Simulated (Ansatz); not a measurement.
Relaxed-ion elastic tensor of Ga2O3 (La2O3 or Ni2Al3 type, P-3m1) in GPa (Voigt order), DFT-r²SCAN in the program Ansatz with PAW potentials; density 5.87 g/cm³, 10.60 Å³ per atom.

```
  275    239   27.5   29.9    0.0    0.0
  239    275   27.5  -29.9    0.0    0.0
 27.5   27.5   44.8    0.0    0.0    0.0
 29.9  -29.9    0.0   24.8    0.0    0.0
  0.0    0.0    0.0    0.0   24.8   29.9
  0.0    0.0    0.0    0.0   29.9   18.1
```

Is the crystal mechanically stable?

No: the smallest eigenvalue of C is -12.1 GPa.

A made-up cell: these elements were put on the sites of a structure type; neither database checked (COD, Materials Project) lists it. It is not the phase usual at ambient conditions (space group No. 12, 167). Symmetry was held in the r²SCAN relaxation. At this level the phase is mechanically unstable.

Potentials: the earlier of the program's two PAW sets.
